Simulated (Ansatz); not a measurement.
NaH:
```
NaH
1.0
    0.00000     2.34487     2.34487
    2.34487     0.00000     2.34487
    2.34487     2.34487     0.00000
Na H
1 1
Direct
  0.00000   0.00000   0.00000
  0.50000   0.50000   0.50000
```

Tensor components refer to the Cartesian frame of this cell.

Problem. Give the high-frequency dielectric tensor and the Born effective charge tensors of the independent atoms from DFPT, plane-wave PAW LDA (Ansatz code).

Solution. 
ε∞:
```
3.34  0.00  0.00
0.00  3.34  0.00
0.00  0.00  3.34
```
Z* of atom 1 (Na), rows: field, columns: displacement, in e:
```
0.95  0.00  0.00
0.00  0.95  0.00
0.00  0.00  0.95
```
Z* of atom 2 (H), rows: field, columns: displacement, in e:
```
-0.95   0.00   0.00
 0.00  -0.95   0.00
 0.00   0.00  -0.95
```

Space group Fm-3m (rock salt). Symmetry was held in the LDA relaxation.

Potentials: the later of the program's two PAW sets.
